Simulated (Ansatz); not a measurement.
ZnCdSe2 in space group P-4m2 (No. 115; Zn on 1c, Cd on 1a, Se on 2g), DFT-PBEsol in the program Ansatz with PAW potentials, all energies at zero smearing, with the estimated change up to a 700 eV cutoff added, with one set of potentials and settings (totals compare only within such a set). Cell of 4 atoms (1 Zn, 1 Cd, 2 Se): -22315.818 eV.

| element | reference phase | E (eV/atom) |
|---|---|---|
| Zn | P6_3/mmc, 2 atoms in the cell | -3280.9077 |
| Cd | P6_3/mmc, 2 atoms in the cell | -8184.0667 |
| Se | P3_121, 3 atoms in the cell | -5424.2079 |

Formation energy per atom, worked out: (-22315.818 − 1×(-3280.9077) − 1×(-8184.0667) − 2×(-5424.2079))/4 = -0.607 eV/atom (-59 kJ per mol of atoms), at 0 K, without zero-point energy or fitted corrections.

The first step of the workflow began from a Materials Project structure, measured or hypothetical; the Crystallography Open Database copy checked does not list it. Its standing as an ambient phase is unchecked. The cell was relaxed with PBEsol under the symmetry of its start; of distortions, only those at the zone centre were tested. The references are the lowest solids computed at this level, not always the standard phases.

Potentials: the later of the program's two PAW sets.
